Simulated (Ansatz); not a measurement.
# InSb3 (P4/mmm)

All numbers below come from Ansatz, DFT PBE, scalar-relativistic, plane waves, PAW.

Plane waves to 420 eV, a k mesh through Γ of 16×16×4 on the computed 4-atom cell and Gaussian smearing (0.10 eV); no spin polarisation.

The structure is relaxed at this level of theory with its symmetry kept, and needn't be the ground state of this composition.

```cif
data_structure
_symmetry_space_group_name_H-M 'P 1'
_symmetry_Int_Tables_number 1
_cell_length_a 3.1135
_cell_length_b 3.1135
_cell_length_c 12.0124
_cell_angle_alpha 90.000
_cell_angle_beta 90.000
_cell_angle_gamma 90.000
_cell_volume 116.45
loop_
_atom_site_label
_atom_site_type_symbol
_atom_site_fract_x
_atom_site_fract_y
_atom_site_fract_z
_atom_site_occupancy
In1 In 0.00000 0.00000 0.00000 1
Sb1 Sb 0.50000 0.50000 0.50000 1
Sb2 Sb 0.00000 0.00000 0.74691 1
Sb3 Sb 0.00000 0.00000 0.25309 1
```

Formation energy from the elements' standard states (uncorrected)?

+0.202 eV/atom.

Kohn–Sham band gap?

none (metal).

Density of states at the Fermi level?

3.3 states/eV per cell.

Orbital (Löwdin) character within 0.5 eV of the Fermi level?

Sb 5p 72 %, In 5p 17 %.

Bader charge by site (e)?

In (1 in the cell) 0.09, Sb (1 in the cell) 0.03, Sb (2 in the cell) -0.06.

Spin-orbit coupling is left out, which matters for the bands of heavy elements. The cell holds layers, chains or molecules and no dispersion correction was added, so their binding is poorly described.

Another cell of InSb3 relaxed alike, in Fm-3m, lies 31 meV/atom lower, so this cell isn't the stable form at this level.

The cell was found from a structure generator's guess, not taken from experiment. Löwdin shares on free-atom orbitals overweight diffuse shells.
